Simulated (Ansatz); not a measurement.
Here is an unrelaxed guess for InSi₂B₃.

```
In Si B
1.0
     3.74402    0.00000    0.00000
    -1.87201    3.24241    0.00000
     0.00000    0.00000    7.55695
In Si B
1 2 3
Direct
  0.00000 0.00000 0.00000
  0.66667 0.33333 0.24941
  0.66667 0.33333 0.75059
  0.00000 0.00000 0.50000
  0.33333 0.66667 0.00000
  0.33333 0.66667 0.50000
```

Theory: Ansatz 0.2.0, DFT PBE, scalar-relativistic, plane waves, PAW. Settings: cutoff 420 eV, Γ-centred mesh 6×6×2 on the computed 6-atom cell, Gaussian smearing of 0.10 eV; no spin polarisation.

The zero of energy is the elements' standard structures at the same level; no fitted shifts are applied.

Q: What does a single point on this coarse mesh give?

A: The pressure is -7.1 GPa (the mean over three directions, positive in compression), the largest force is 1.65 eV/Å, and the energy is +1.49 eV/atom against the elements. The shortest distance is 2.16 Å.

Q: Is it a good guess?

A: A fair one: relaxing gains about 0.17 eV/atom (the start's value is from the coarse mesh, so the gain is rough) in 16 ionic steps and ends at +1.32 eV/atom on the finer mesh. The symmetry stays P-6m2 (No. 187). The volume per atom shrinks by 10.0 %, from 15.3 to 13.8 Å³. The shortest distance goes from 2.16 Å (In–B and B–B) to 2.10 Å (In–B and B–B). Conventional cell: a = 3.643 Å, c = 7.185 Å. Around In lie 3 B at 2.10 Å; Si is surrounded by 6 B at 2.47 Å and 1 Si at 2.60 Å; around B on its first site lie 3 B at 2.10 Å and 6 Si at 2.47 Å; 2 more sites not described.

The last run used a 12×12×6 mesh (in the run's order of axes) for its 6-atom cell and Gaussian smearing of 0.10 eV. The relaxation can't lower the symmetry of the start, and the grade says only how near the guess is to its own end. Symmetry constrained the relaxation, so the result can be a saddle point. Another cell of InSi2B3 relaxed alike, in P-3m1, lies 1.00 eV/atom lower, so this cell isn't the stable form at this level.
